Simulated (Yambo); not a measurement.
Yambo run on MgPdF6 (space group R-3, No. 148). The wavefunctions come from this Quantum ESPRESSO step (PBEsol, PseudoDojo standard norm-conserving files, scalar-relativistic):

```
&CONTROL
  calculation = 'nscf'
  pseudo_dir = './pseudo'
  outdir = './out'
/
&SYSTEM
  ibrav = 0
  nat = 8
  ntyp = 3
  ecutwfc = 84.0
  ecutrho = 336.0
  occupations = 'fixed'
  force_symmorphic = .true.
  nbnd = 121
/
&ELECTRONS
  conv_thr = 8e-09
  diago_full_acc = .true.
  diago_thr_init = 1e-08
/
ATOMIC_SPECIES
F 18.9984 F.upf
Mg 24.3050 Mg.upf
Pd 106.4200 Pd.upf
CELL_PARAMETERS angstrom
  2.465649984000   1.423543682000   4.509990000000
 -2.465649984000   1.423543682000   4.509990000000
  0.000000000000  -2.847087364000   4.509990000000
ATOMIC_POSITIONS crystal
F   0.899670000000   0.610947000000   0.242590000000
F   0.100330000000   0.389053000000   0.757410000000
F   0.242590000000   0.899670000000   0.610947000000
F   0.757410000000   0.100330000000   0.389053000000
F   0.610947000000   0.242590000000   0.899670000000
F   0.389053000000   0.757410000000   0.100330000000
Mg   0.500000000000   0.500000000000   0.500000000000
Pd   0.000000000000   0.000000000000   0.000000000000
K_POINTS automatic
4 4 4 0 0 0
```

Yambo input:

```
rim_cut
gw0
dyson
el_el_corr
HF_and_locXC
ppa
em1d
RandQpts= 1000000
RandGvec= 1 Ry
EXXRLvcs= 84 Ry
VXCRLvcs= 336 Ry
Chimod= "HARTREE"
% BndsRnXp
 6 | 120 |
%
NGsBlkXp= 6 Ry
% LongDrXp
 1.0 | 1.0 | 1.0 |
%
PPAPntXp= 27.2114 eV
% GbndRnge
 1 | 120 |
%
GTermKind= "BG"
DysSolver= "n"
ExtendOut
% QPkrange
 1 | 1 | 35 | 36 |
 3 | 3 | 35 | 36 |
 7 | 7 | 35 | 36 |
 13 | 13 | 35 | 36 |
%
```

k points by index: 1 = Γ, 3 = L, 7 = F, 13 = Z.

Table of the .qp output:

```
#    K-point    Band    Eo [eV]    E [eV]    E-Eo [eV]    Vxc [eV]    Vnlxc [eV]    Sc|Eo [eV]    Sc|E [eV]    dSc/dw|Eo [eV]    Re(Z)    Im(Z)
#
    1    35    -0.476455    -1.949218    -1.472763    -23.96538    -31.37578    5.544580    5.937641    -7.261176    0.789359    -0.001827
    1    36    2.127405    3.938641    1.811237    -25.07234    -20.43136    -2.363361    -2.829740    -7.006093    0.795243    -0.002022
    3    35    -0.090083    -1.589814    -1.499731    -24.31978    -31.87538    5.656005    6.055870    -7.254348    0.789517    -0.001408
    3    36    1.966195    3.727175    1.760981    -24.72605    -20.16701    -2.353476    -2.798056    -6.869395    0.798435    -0.001541
    7    35    0.000000    -1.495068    -1.495068    -24.37877    -31.93932    5.666872    6.065487    -7.254236    0.789520    -0.001399
    7    36    1.885154    3.581468    1.696315    -24.63594    -20.30438    -2.207829    -2.635249    -6.856043    0.798748    -0.001470
    13    35    -0.258735    -1.736420    -1.477684    -24.22297    -31.65850    5.564883    5.957849    -7.235494    0.789949    -0.001475
    13    36    2.031633    3.812797    1.781164    -24.91415    -20.33738    -2.341324    -2.795606    -6.939741    0.796790    -0.001629
```
(The two width columns are left out.) Convergence of these settings isn't established.

Spin-orbit coupling is not included.

Geometry of the Materials Project entry, not relaxed at this level.
